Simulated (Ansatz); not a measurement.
Zn$_{4}$Te$_{3}$S:
```yaml
crystal:
  lattice:
    - [4.21112, 0.00000, 0.00000]
    - [0.00000, 4.21112, 0.00000]
    - [0.00000, 0.00000, 11.79336]
  atoms:
    - { symbol: Zn, position: [0.50000, 0.00000, 0.60169] }
    - { symbol: S, position: [0.50000, 0.50000, 0.50000] }
    - { symbol: Zn, position: [0.00000, 0.50000, 0.39831] }
    - { symbol: Te, position: [0.00000, 0.00000, 0.26575] }
    - { symbol: Zn, position: [0.50000, 0.00000, 0.13322] }
    - { symbol: Te, position: [0.50000, 0.50000, 0.00000] }
    - { symbol: Zn, position: [0.00000, 0.50000, 0.86678] }
    - { symbol: Te, position: [0.00000, 0.00000, 0.73425] }
```

Relaxed with r²SCAN. Special points in fractions of this cell's reciprocal vectors: Γ (0.000, 0.000, 0.000); X (0.000, 0.500, 0.000); M (0.500, 0.500, 0.000); Z (0.000, 0.000, 0.500); R (0.000, 0.500, 0.500); A (0.500, 0.500, 0.500).

**Question.** List the band energies nearest the valence-band maximum at these points for r²SCAN in the plane-wave PAW code Ansatz.

**Answer.** In eV from the valence-band maximum; about four levels below and three above (degenerate sets whole), none deeper than 8.9 eV; points with the same levels are listed once.

| k | below | above |
|---|---|---|
| Γ | -1.09 -1.09 -0.21 0.00 0.00 | 1.59 2.62 2.95 |
| X | -1.02 -0.73 -0.69 -0.65 | 1.94 2.68 3.65 |
| M | -2.38 -2.32 -2.32 -2.15 | 2.66 2.84 2.84 |
| Z | -0.68 -0.68 -0.25 -0.25 | 2.48 2.50 3.12 |
| R | -1.74 -0.71 -0.69 -0.67 | 2.51 3.18 3.22 |
| A | -2.62 -2.62 -2.61 -2.44 -2.35 | 3.43 3.43 3.49 |

Space group P-4m2. The start of the workflow was typed in or built on a structure type; neither database checked (COD, Materials Project) lists it. Its standing as an ambient phase is unchecked. Symmetry was held in the r²SCAN relaxation; whether a distortion lowers the energy is not shown. Spin–orbit coupling is left out wherever it is not named.

Potentials: the earlier of the program's two PAW sets.
